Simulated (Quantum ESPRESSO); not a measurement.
# Computed records: Zr$_{3}$TiAl$_{2}$Mo$_{2}$

All values are calculated (Quantum ESPRESSO 7.5). Calculation on a made-up metal alloy cell, not a measurement, the site pattern found by running every listed pattern: no spin or spin-orbit, unrelaxed, 2900 K smearing, stress positive in tension, cell energy less fitted offsets; periodic Kohn-Sham density functional theory in plane waves with PseudoDojo standard norm-conserving scalar-relativistic pseudopotentials, each functional with its own files (v0.5 for PBE, v0.4.1 for LDA and PBEsol), eight atoms on drawn sites of a strained close-packed or body-centred lattice, each displaced and held fixed; the energy is the cell's free energy, ions and the entropy term -TS included, at the stated Fermi-Dirac width, less a fixed offset for each atom's element (shifted free energy); compositions with an open d shell lost a parallel starting moment in a cheaper test run, and other magnetic orders were not tried; an error bar is the largest change of its kind in a tighter rerun, never given below 0.002 eV, 0.02 GPa or 0.003 eV/angstrom, and covers cutoff and k-mesh only, not smearing or the files.

Entry: Zr$_{3}$TiAl$_{2}$Mo$_{2}$

- lattice type: hexagonal close-packed
- functional: pbe
- cutoff: 1143 eV
- fermi dirac smearing: 0.25 eV
- electrons removed: 0
- computed entropy term negative ts: -1.449 eV
- computed pressure: 21.47 GPa
- computed stress xx: -18.35 GPa
- computed stress yy: -19.08 GPa
- computed stress zz: -26.98 GPa
- computed stress yz: -0.76 GPa
- computed stress xz: 0.92 GPa
- computed stress xy: -6.95 GPa
- k mesh: 5 x 5 x 5 shifted half a step off Gamma on each axis
- computed shifted free energy: 1.139 eV
- found pattern: 5

Cell:
```tsv
vector	x (Å)	y (Å)	z (Å)
a	-0.0025	-0.0249	4.5519
b	5.7434	-0.0861	-0.0032
c	-2.9462	5.0628	-0.0257
```

Atoms:
```tsv
atom site	atom x (Å)	atom y (Å)	atom z (Å)	pattern 1 element	pattern 2 element	pattern 3 element	pattern 4 element	pattern 5 element	pattern 6 element
1	-0.1195	-0.0094	-0.1958	Zr	Al	Zr	Mo	Ti	Zr
2	-1.5572	2.477	0.1796	Zr	Al	Mo	Zr	Al	Mo
3	2.7479	0.0278	-0.0075	Mo	Zr	Al	Al	Mo	Zr
4	1.2832	2.3956	-0.0029	Ti	Zr	Zr	Mo	Mo	Ti
5	-0.0528	1.449	2.3621	Mo	Mo	Ti	Ti	Zr	Mo
6	-1.4892	4.2128	2.1643	Al	Mo	Al	Zr	Zr	Al
7	3.0347	1.5412	2.2501	Zr	Ti	Zr	Zr	Zr	Al
8	1.3533	4.1684	2.2559	Al	Zr	Mo	Al	Al	Zr
```

Offsets:
```tsv
element	energy per atom (eV)
Al	-63.26
Mo	-1911.95
Ti	-1615.4
Zr	-1377.61
```

Computed forces:
```tsv
site	x (eV/Å)	y (eV/Å)	z (eV/Å)
1	-0.591	-0.902	2.573
2	1	0.706	-2.898
3	0.159	-0.472	-0.5
4	0.515	0.677	0.501
5	1.638	2.944	-1.359
6	0.326	-1.343	0.746
7	-2.589	0.706	1.759
8	-0.456	-2.316	-0.823
```

Found structure:
```
Zr3TiAl2Mo2
1.0
     -0.0025    -0.0249     4.5519
      5.7434    -0.0861    -0.0032
     -2.9462     5.0628    -0.0257
Ti Al Mo Zr Al
1 1 2 3 1
Direct
  -0.04304 -0.02208 -0.00244
  0.04220 -0.02021 0.48912
  -0.00123 0.48549 0.01374
  0.00241 0.47026 0.48119
  0.52067 0.14039 0.29115
  0.48032 0.17047 0.83737
  0.49661 0.69204 0.31863
  0.50079 0.66526 0.83712
```

Notes: a spin test at this wide smearing found no moment, but such smearing suppresses magnetism that the real alloy may have; lattice, volume and sites are drawn at random and may be unstable or far from any real phase; energies are for the whole cell, less offsets fitted to these runs, so they are not formation energies; error bars: energy 0.0022 eV, stress 0.057 GPa, force 0.012 eV/Å, from a tighter rerun of this or a related cell; largest difference from nearest other candidate 154 error bars.
